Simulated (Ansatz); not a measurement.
**Ag6Te2Rh: settings compared (Ansatz)**

Run with:

```bash
ansatz run input.yaml --threads 1 --pin off --max-ram 2560MiB --backend cpu --events-out ev --progress --plain --runs-dir out
```

Input:

```yaml
crystal:
  lattice:
    - [3.876601, 6.714466, 0.0]
    - [-3.876601, 6.714466, 0.0]
    - [0.0, 0.0, 3.855405]
  atoms:
    - { symbol: Ag, position: [0.242, 0.758, 0.0] }
    - { symbol: Ag, position: [0.758, 0.0, 0.0] }
    - { symbol: Ag, position: [0.0, 0.242, 0.0] }
    - { symbol: Ag, position: [0.6068, 0.3932, 0.5] }
    - { symbol: Ag, position: [0.3932, 0.0, 0.5] }
    - { symbol: Ag, position: [0.0, 0.6068, 0.5] }
    - { symbol: Rh, position: [0.0, 0.0, 0.5] }
    - { symbol: Te, position: [0.3333, 0.3334, 0.0] }
    - { symbol: Te, position: [0.6667, 0.6666, 0.0] }
  symmetry: { tolerance: 0.0003 }
kpoints:
  mp_grid: { grid: [3, 3, 5], shift: [0, 0, 0] }
magnetization:
  spin_polarized: false
scf:
  occupations: { method: fermi_dirac, width: 0.0532 }
hamiltonian:
  pseudopotentials: { kind: paw }
  xc: pbe
basis:
  ecutwfc: 420
output:
  forces: true
  stress: true
  eigenvalues: true
```

Origin of the cell: a known structure type with other elements, at an estimated volume, so it need not be a known compound.

Output of this run (shortened):

```
SCF iter   1: F=—  HF=-65903.616043 eV  Δρ=8.50e-3  dr2=4.38e-1  defer=8
SCF iter   2: F=—  HF=-65903.600347 eV  Δρ=4.44e-3  dr2=1.32e-1  defer=48
SCF iter   3: F=—  HF=-65903.591700 eV  Δρ=6.56e-4  dr2=1.76e-3  defer=48
SCF iter   4: F=—  HF=-65903.591457 eV  Δρ=3.55e-4  dr2=1.90e-4  defer=48
SCF iter   5: F=—  HF=-65903.591443 eV  Δρ=1.07e-4  dr2=3.70e-5  defer=48
SCF iter   6: F=—  HF=-65903.591465 eV  Δρ=5.84e-5  dr2=4.38e-6  defer=48
SCF iter   7: F=—  HF=-65903.591464 eV  Δρ=1.91e-5  dr2=7.60e-7  defer=48
SCF iter   8: F=—  HF=-65903.591464 eV  Δρ=5.96e-6  dr2=1.04e-7  defer=48
SCF iter   9: F=-65903.591464 eV  HF=-65903.591464 eV  Δρ=1.77e-6  dr2=8.66e-9
SCF 1 converged in 9 iterations: F = -65903.591464 eV  dr2 = 8.66e-9
SCF converged after 9 iterations
Free energy (F): -65903.591464 eV
Harris-Foulkes:  -65903.591464 eV  (|F-HF|=3.29e-9)
Internal energy: -65903.518562 eV  (E = F + TS)
E sigma→0 (E₀):  -65903.555013 eV
Entropy (-TS):   -0.072903 eV (-8.100 meV/atom)
Fermi energy:    12.702087 eV
--- Per-component energies (eV) ---
  E_band       = -2483.797386
  E_kinetic    = 4093.928419
  E_local      = -20237.943063  (includes V_loc(G=0)·N_el)
  E_nonlocal   = 225.682170
  E_hartree    = 9415.947796
  E_xc         = -1571.543130
  E_vxc        = -1884.879482  (∫ρ·V_xc dr)
  E_paw        = -36331.543539  (= ΣΔE_a)
  E_vpaw       = -3512.480273  (= ΣTr[D̂ρ^β])
  E_aug_tail   = 0.002366  (compensation charges beyond the density's cutoff)
  E_ewald      = -21498.049580
  E_smearing   = -0.072903  (= −TS)
  Σ components = -65903.591464   (vs F -65903.591464, Δ=0.00e0)
--- Forces (eV/Å), atoms counted from 1 ---
  atom   1  Ag     0.329633     0.000000    -0.000000
  atom   2  Ag    -0.164817    -0.285471     0.000000
  atom   3  Ag    -0.164817     0.285471     0.000000
  atom   4  Ag     0.345582    -0.000000     0.000000
  atom   5  Ag    -0.172791    -0.299283     0.000000
  atom   6  Ag    -0.172791     0.299283     0.000000
  atom   7  Rh     0.000000    -0.000000     0.000000
  atom   8  Te    -0.000000     0.000000     0.000000
  atom   9  Te     0.000000    -0.000000    -0.000000
  max |Σ_I F_I| component: 1.06e-16 eV/Å
--- Stress (GPa, compression-positive) ---
       -3.264575       0.000000       0.000000
       -0.000000      -3.264575       0.000000
        0.000000       0.000000      -1.334310
  P = ⅓ Tr σ = -2.6212 GPa (-26.212 kbar)
```

The same input was run again with these changes:

1. `kpoints.mp_grid.grid` [3, 3, 5] → [4, 4, 6]
2. `scf.algorithm` default → density_mixing; `scf.eigensolver.kind` default → davidson
3. `basis.ecutrho_ratio` default → 4
4. `scf.initial_density.chi_scale` default → 0.3

| run | end | SCF iterations | P (GPa) | max force component (eV/Å) | gap on mesh (eV) | moment (μB) | ΔE(σ→0) (meV/atom) |
| --- | --- | --- | --- | --- | --- | --- | --- |
| base | converged | 9 | -2.62 | 0.346 | – | – | 0 |
| 1 | converged | 8 | -2.53 | 0.404 | – | – | 3.17 |
| 2 | converged | 9 | -2.62 | 0.346 | – | – | 0.00 |
| 3 | converged | 9 | -2.62 | 0.346 | – | – | 0.00 |
| 4 | converged | 11 | -2.62 | 0.346 | – | – | 0.00 |

Energies are compared only where functional, datasets, charge and starting cell are the same.

Caveats of the base run: no moments, though an odd count or open d shells may carry them; no spin-orbit coupling, though heavy elements are present; the k mesh is coarse if the cell is a metal.

The base run ran for 9.9 s of wall time on 1 CPU thread(s) of a shared host, from the program's own first density.
